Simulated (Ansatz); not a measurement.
Ni3Pb2Se2:
```yaml
crystal:
  lattice:
    - [2.82996, 1.63388, 4.77032]
    - [-2.82996, 1.63388, 4.77032]
    - [0.00000, -3.26775, 4.77032]
  atoms:
    - { symbol: Ni, position: [0.00000, 0.00000, 0.50000] }
    - { symbol: Ni, position: [0.50000, 0.00000, 0.00000] }
    - { symbol: Ni, position: [0.00000, 0.50000, 0.00000] }
    - { symbol: Se, position: [0.27814, 0.27814, 0.27814] }
    - { symbol: Se, position: [0.72186, 0.72186, 0.72186] }
    - { symbol: Pb, position: [0.50000, 0.50000, 0.50000] }
    - { symbol: Pb, position: [0.00000, 0.00000, 0.00000] }
```

Relaxed with r²SCAN.

**Question.** Map the valence electron density (e/Å³), cut off at 3 on the plane through (0.500, 0.000, 0.000) spanned by u = [1, 0, 0] and v = [-1, 1, 1] in lattice vectors, from the program Ansatz at the r²SCAN level (PAW).

**Answer.** x is the fraction of u, y of v (the angle between them is 88°; rows are the nearest grid lines); atoms in the plane: Ni at (0.00, 0.00), Se at (0.06, 0.28), Se at (0.94, 0.72), Pb at (0.50, 0.50), Pb at (0.50, 0.00).
```
|@@@@-.   .-#@@@@@@#-.   .-@@@@|
|@@@*.    .:=@@@@@@+:.    .+@@@|
|@@+:.     .:+%@@%+-.     .:=%@|
|...         ......       .....|
|:..                     .::--:|
|@+:..                 ..-%@@@@|
|@@-:.                 .:+@@@@@|
|@@=:.                 .:+@@@@@|
|*-:.                   .:=#@@*|
|..        ..:-==-:.      .....|
|          .-+%@@%+:.          |
|         .:*@@@@@@*:.         |
|         .:*@@@@@@*:.         |
|          .:+%@@%+-.          |
|.....      .:-==-:..        ..|
|*@@#=:.                   .:-*|
|@@@@@+:.                 .:=@@|
|@@@@@+:.                 .:-@@|
|@@@@%-..                 ..:+@|
|:--::.                     ..:|
|.....       ......         ...|
|@%=:.     .-+%@@%+:.     .:+@@|
|@@@+.    .:+@@@@@@=:.    .*@@@|
|@@@@-.   .-#@@@@@@#-.   .-@@@@|
```
Scale: ten equal steps from 0.053 (start of ' ') to 3.00 (end of '@'), in the order ' .:-=+*#%@'; x runs from 0.000 to 1.00, y from 0.000 (bottom) to 1.00 (top).

The density is the valence pseudo-density with augmentation charge, so density and ELF within about 1 Å of a nucleus are not all-electron values.

Space group R-3m. The workflow started from an entry of the Crystallography Open Database (COD). Whether it is the stable phase at ambient conditions was not checked. The cell was relaxed with r²SCAN under the symmetry of its start; its stability against distortions is not shown here. The workflow began spin-polarised and lost its moments. Spin–orbit coupling is left out wherever it is not named.

Potentials: the later of the program's two PAW sets.
